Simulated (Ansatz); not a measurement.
Space group P4/mmm (No. 123). a = 4.591 Å, b = 4.591 Å, c = 7.384 Å, α = 90.00°, β = 90.00°, γ = 90.00°
```
atom site symmetry x y z
   Y    1a     4/mmm  0.0000  0.0000  0.0000
  In    4i      2mm.  0.0000  0.5000  0.3005
  In    1c     4/mmm  0.5000  0.5000  0.0000
  Rh    1b     4/mmm  0.0000  0.0000  0.5000
```

Equation of state of this YIn5Rh structure (not necessarily the ground state), with shape and atoms relaxed at each volume where symmetry leaves them free. It has no gap at any of these volumes. The calculation used DFT PBEsol, scalar-relativistic, plane waves, PAW (Ansatz 0.2.0).

Cutoff 420 eV; k points 8×8×6 on the computed 7-atom cell (Γ-centred); Gaussian smearing, width 0.10 eV; no spin polarisation.

| V (Å³/atom) | E − E(largest V) (meV/atom) | P (GPa) |
| --- | --- | --- |
| 19.567 | 57.97 | 14.20 |
| 20.234 | 8.56 | 9.66 |
| 20.901 | -23.48 | 5.84 |
| 21.568 | -40.95 | 2.65 |
| 22.235 | -46.24 | 0.00 |
| 22.902 | -41.44 | -2.21 |
| 23.569 | -28.25 | -4.05 |
| 24.459 | 0.00 | -6.02 |

Question: Fit a third-order Birch–Murnaghan equation to E(V).

Answer: V0 = 22.23 Å³/atom, B0 = 81 GPa, B0' = 5.1.

Cost: 8 runs of about 6.4 core-minutes in all, on AMD EPYC 9R45 (Zen 5) (shared hosts).